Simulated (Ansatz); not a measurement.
# Bi2S3: gradients before and after relaxing the atoms

Start: a structure deposited in the COD (listed for 9.2 GPa), taken as it stands.

Space group Pnma (No. 62); a = 10.6340, b = 3.8423, c = 10.4630 Å.

| site | Wyckoff | site symmetry | x | y | z |
| --- | --- | --- | --- | --- | --- |
| Bi1 | 4c | .m. | 0.9944 | 0.2500 | 0.6748 |
| Bi5 | 4c | .m. | 0.3253 | 0.2500 | 0.4677 |
| S9 | 4c | .m. | 0.0529 | 0.2500 | 0.1296 |
| S13 | 4c | .m. | 0.3724 | 0.2500 | 0.0602 |
| S17 | 4c | .m. | 0.2223 | 0.2500 | 0.7963 |

One atom of each set is listed.

Method: Kohn–Sham DFT in Ansatz, PBE, plane waves and PAW, scalar-relativistic, 420 eV cutoff, Γ-centred 3×7×3 k-points, Fermi–Dirac smearing 0.02 eV.

The largest force at the start is 0.32 eV/Å. Relaxing the ions at fixed cell moves them by 0.073 Å at most (atom 7, Bi) and 0.043 Å rms. End positions:

Bi1 (0.9905, 0.2500, 0.6778)
Bi5 (0.3204, 0.2500, 0.4727)
S9 (0.0518, 0.2500, 0.1282)
S13 (0.3747, 0.2500, 0.0598)
S17 (0.2234, 0.2500, 0.7951)

| site | moved (Å) | first shell before | first shell after | V_zz before (10²¹ V/m²) | η before |
| --- | --- | --- | --- | --- | --- |
| Bi1 | 0.052 | 7 S at 2.67–2.91 Å | 7 S at 2.70–2.85 Å | -3.12 | 0.14 |
| Bi5 | 0.073 | 7 S at 2.63–3.01 Å | 7 S at 2.68–2.97 Å | -11.94 | 0.18 |
| S9 | 0.019 | 5 Bi at 2.63–2.87 Å | 5 Bi at 2.68–2.86 Å | -2.22 | 0.42 |
| S13 | 0.025 | 5 Bi at 2.67–3.01 Å | 5 Bi at 2.70–2.97 Å | -5.44 | 0.06 |
| S17 | 0.017 | 4 Bi at 2.68–2.91 Å | 4 Bi at 2.71–2.85 Å | 1.51 | 0.26 |

Task: How do the gradients change?

Result: 

| site | V_zz after | η after | change of V_zz |
| --- | --- | --- | --- |
| Bi1 | -4.32 | 0.10 | -1.20 |
| Bi5 | -8.37 | 0.35 | +3.57 |
| S9 | -1.39 | 0.73 | +0.83 |
| S13 | -5.30 | 0.19 | +0.14 |
| S17 | 0.88 | 0.73 | -0.63 |

The largest change of V_zz is on Bi5, from -11.94 to -8.37. In per cent, |V_zz| changes by -30 to +38 on Bi, -42 to -3 on S (all sites that start above 0.5). Where |V_zz| stays above 0.1 and the axes keep their order, η moves most on S17, from 0.26 to 0.73. On Bi1 V_xx and V_yy change places (or their axes turn by over 50°), so the two values of η hide a larger change.

Spin–orbit coupling is left out, which shifts gradients on Bi by a few per cent in wide-gap crystals, and can shift them far more where the calculated gap is small or absent, as here.
Before: At this cell the PBE pressure is 13 GPa, so with PBE the cell would grow if it were relaxed.
After: At this cell the PBE pressure is 12 GPa, so with PBE the cell would grow if it were relaxed. With a gap of 0.9 eV on this mesh, small gradients can still move by 0.1 × 10²¹ V/m² or more as the k-mesh gets denser.
